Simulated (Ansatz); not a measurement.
ReS: which magnetic state is lowest?

Computed with Ansatz, DFT PBEsol, scalar-relativistic, plane waves, PAW.

```
Re S
1.0
     0.00000    2.59204    2.59204
     2.59204    0.00000    2.59204
     2.59204    2.59204    0.00000
Re S
1 1
Cartesian
  0.0000 0.0000 0.0000
  1.2960 1.2960 1.2960
```

```
plane-wave cutoff                               : 420 eV
Γ-centred k-mesh                                : 14×14×14
occupation rule                                 : Gaussian smearing, 0.1 eV
list of starting moments (μB, in atom order)    : 3.5 0
check for lower electronic states after the SCF : off
```

All runs keep this geometry, which stands near equilibrium for the lowest state (largest force there 0.000 eV/Å, pressure 0.0 GPa) and needn't be a stable compound; relaxing each order can shift differences of a few meV. A propagation vector, in units of the reciprocal vectors, doubles the cell, which takes an equally dense mesh. Site moments are spin moments in atom-centred spheres that scale with the neighbour distance. The states are those that the runs reached from these starts; a lower one can exist.

Task: Starts tried: no spin; large parallel starting moments; antiferromagnetic, doubled cell, propagation vector (0, 0, 1/2). Which state comes out lowest, and what are the moments?

Result: All starts lose their moments; the cell is non-magnetic at this level.

```json
{"start": "no spin", "ends": "non-magnetic", "energy above lowest (meV/atom)": "0.00", "site moments (μB)": "none over 0.05", "gap on mesh (eV)": "metal", "P (GPa)": "0.0"}
{"start": "large parallel starting moments", "ends": "non-magnetic", "energy above lowest (meV/atom)": "0.00", "site moments (μB)": "none over 0.05", "gap on mesh (eV)": "metal", "P (GPa)": "0.0"}
{"start": "antiferromagnetic, doubled cell, propagation vector (0, 0, 1/2)", "ends": "non-magnetic", "energy above lowest (meV/atom)": "0.00", "site moments (μB)": "none over 0.05", "gap on mesh (eV)": "metal", "P (GPa)": "0.0"}
```